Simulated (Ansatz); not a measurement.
Question: Band gap from LDA minus that from HSE06 (eV), each on its own relaxed cell (Ansatz, a first-principles code, plane waves, PAW; no spin–orbit coupling, no Hubbard U), over 19 phases of the class «sulfides, selenides and tellurides»: what sign and size do you expect?

Answer: Mean -1.01 eV, median -1.04 eV, mean absolute 1.01 eV; eight in ten lie between -1.27 and -0.65 eV, and 0 % are above zero.

Some cases that may be named, with their rank among the 19 from the lowest: CaS, rock salt -1.44 eV (rank 1); CaSe, rock salt -1.29 eV (rank 2); K2S, anti-fluorite -0.98 eV (rank 12); BaTe, rock salt -0.97 eV (rank 13); SnS, zinc blende -0.50 eV (rank 18); CdSe, rock salt -0.34 eV (rank 19).

The phases are those computed here (of each formula those with measured values and the lowest at some level), not a balanced benchmark, and neither functional is the truth. Pairs that end in unlike spin orders or unlike minima (c/a over 6 % apart, 30 % for weakly bound crystals), magnets with 4f shells, solids of gases and phases set aside for tests are left out.

Built on a structure type that need not be the filed one of that space group: SnS, zinc blende. Not the usual ambient phase: SnS, zinc blende; CdSe, rock salt. Unstable at this level: SnS, zinc blende with LDA. All cells were relaxed under the symmetry of their starts (and spin orders); stability against distortions was not tested throughout. Spin–orbit coupling is left out wherever it is not named.

Potentials: the later of the program's two PAW sets.

Ansatz is a plane-wave DFT program.
